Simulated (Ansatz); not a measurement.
This cell of TiO₂ (rutile) is off equilibrium:

```yaml
crystal:
  lattice:
    - [4.59159, 0.00000, 0.00000]
    - [0.00000, 4.59159, 0.00000]
    - [0.00000, 0.00000, 2.93910]
  atoms:
    - { symbol: Ti, position: [0.02526, 0.00000, 0.00000] }
    - { symbol: Ti, position: [0.50000, 0.50000, 0.50000] }
    - { symbol: O, position: [0.30442, 0.30442, 0.00000] }
    - { symbol: O, position: [0.80442, 0.19558, 0.50000] }
    - { symbol: O, position: [0.19558, 0.80442, 0.50000] }
    - { symbol: O, position: [0.69558, 0.69558, 0.00000] }
```

The numbers are results of PBEsol (plane waves to 420 eV, PAW, scalar-relativistic; Ansatz, a program for electronic structure), not measurements. k mesh 6×6×9 (Γ-centred), Fermi-Dirac smearing 0.05 eV. Energies are smeared free energies. Compression counts positive. The PAW data are Ansatz's earlier set. TiO2 is run without spin polarisation. TiO2 was relaxed with its symmetry unable to fall.

Q: Predict the force on every atom, in eV/Å.

A: 
| atom | Fx | Fy | Fz |
|---|---|---|---|
| Ti1 | -1.850 | 0.547 | 0.000 |
| Ti2 | 1.651 | 0.000 | 0.000 |
| O3 | -0.047 | -0.007 | 0.000 |
| O4 | 0.204 | -0.113 | 0.000 |
| O5 | 0.255 | -0.272 | 0.000 |
| O6 | -0.212 | -0.155 | 0.000 |

Q: What is the stress tensor (GPa)?

A: 
```
   -0.1      0.8      0.0
    0.8      1.1      0.0
    0.0      0.0      1.3
```
The pressure, a third of the trace, is 0.8 GPa.

Q: In it atom 1 sits (0.116, 0.000, 0.000) Å away from its relaxed site. What is its energy relative to the relaxed cell?

A: 107 meV/cell.

(For displaced atoms, the force is minus the slope of the energy, and its curvature is a force constant, which sets phonon frequencies.)
